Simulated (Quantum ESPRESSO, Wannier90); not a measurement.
## TlI (CsCl type): Wannier90 run

```
TlI
1.0
    4.23821     0.00000     0.00000
    0.00000     4.23821     0.00000
    0.00000     0.00000     4.23821
Tl I
1 1
Cartesian
  0.00000   0.00000   0.00000
  2.11910   2.11910   2.11910
```

Cell from Materials Project (mp-23197), symmetrised, no further relaxation. COD (Crystallography Open Database) has the formula in 2 space groups, this one among them (matched by group alone). Method: PBEsol plane waves in Quantum ESPRESSO 7.5 (PseudoDojo norm-conserving files, 56 Ry, no spin polarisation, no spin-orbit coupling), Bloch states on a 6×6×6 mesh through Γ, Wannier90 4.0.1. Density: 8×8×8 mesh, cold smearing 0.01 Ry. Spin-orbit coupling is left out although heavy elements are present.

Functional, cutoff and mesh named above are those of the base row (6×6×6); the first column says what each row takes instead. Model: 5 functions from bands 1,7-10, start SCDM (isolated) (the valence bands). Energies are relative to the valence-band maximum; the misfit is to pw.x on a path, for all bands of the set. Only the mesh of Bloch states changes. Ω_total can sit in another minimum from row to row; Ω_I of an isolated set cannot. A star marks runs that hit the step limit.

**Question.** Among the meshes 2×2×2, 3×3×3, 4×4×4, 5×5×5, 6×6×6, 7×7×7, which is the coarsest that interpolates to 20 meV rms?

**Answer.** 4×4×4.

```csv
mesh,Ω_I (Å²),Ω_total (Å²),rms misfit (meV),k-points (cost),rough cost of nscf and overlaps (first row = 1)
2×2×2,7.17,8.32,126,8,1.0
3×3×3,9.26,10.67,88,27,1.7
4×4×4,9.99,11.27,17,64,3
5×5×5,10.55,11.85*,16,125,5
6×6×6,10.81,12.09*,5.2,216,10
7×7×7,11.01,12.28*,4.5,343,13
```

Ω_I still rises with the mesh: the finite-difference spreads converge slowly and from below.
